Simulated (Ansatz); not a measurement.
InGa2As3, ordered on the zincblende lattice (I-4m2) with 6 atoms a cell, relaxed with r2SCAN. It is tetragonal, I-4m2 (No. 119); conventional cell a = 4.102 Å, c = 17.533 Å, 24.59 Å³ an atom. Ga is surrounded by 4 As at 2.47–2.48 Å; As is surrounded by 4 Ga at 2.48 Å; As is surrounded by 2 Ga at 2.47 Å and 2 In at 2.61 Å; In is surrounded by 4 As at 2.61 Å.

```cif
data_structure
_symmetry_space_group_name_H-M 'I-4m2'
_symmetry_Int_Tables_number 119
_cell_length_a 4.1020
_cell_length_b 4.1020
_cell_length_c 17.5335
_cell_angle_alpha 90.000
_cell_angle_beta 90.000
_cell_angle_gamma 90.000
_cell_volume 295.03
loop_
_atom_site_label
_atom_site_type_symbol
_atom_site_symmetry_multiplicity
_atom_site_Wyckoff_symbol
_atom_site_fract_x
_atom_site_fract_y
_atom_site_fract_z
_atom_site_occupancy
Ga1 Ga 4 e 0.50000 0.50000 0.32927 1
As1 As 2 d 0.50000 0.00000 0.25000 1
As2 As 4 f 0.00000 0.50000 0.09225 1
In1 In 2 b 0.50000 0.50000 0.00000 1
```

The questions ask for values computed with the plane-wave code Ansatz on this geometry. (Calculated; non-magnetic; the phase may be known or hypothetical.)

Given (8×8×8 mesh): PBE gives a direct gap of 0.02 eV at Γ. (With 0.02 eV of smearing so small a gap leaves both edges partly filled, and it could close between the points sampled.)

**Question.** What does PBE+SOC give for the gap (8×8×8 mesh)?

**Answer.** With PBE+SOC the gap is 0.07 eV and direct, at Γ. (This is within a few times the smearing of 0.02 eV, so the filling near the edges can be smeared.) The gap differs by +0.05 eV from PBE's.

**Question.** How does the gap change from PBE to HSE06 (6×6×6)?

**Answer.** With HSE06 the gap is 0.83 eV and direct, at Γ. The gap differs by +0.81 eV from PBE's.

**Question.** Roughly how does the cost of the HSE06 run (6×6×6) compare with r2SCAN's (8×8×8)?

**Answer.** About 21 times as much (40 core-minutes against 100 core-seconds, on 4 threads of Arm Neoverse V2, with other jobs on the host).

**Question.** What do these levels agree on?

**Answer.** Among these functionals the gap stays direct.

Only the levels marked +SOC include spin-orbit coupling.

Small gaps with spin-orbit coupling can be splittings of inverted bands, not the fundamental gap; semilocal functionals often invert bands that the real crystal keeps in order.

Gaps under 0.1 eV (PBE, PBE+SOC) can't be told from a closed one: the bands may be in normal order or already inverted, which a gap's size doesn't show.
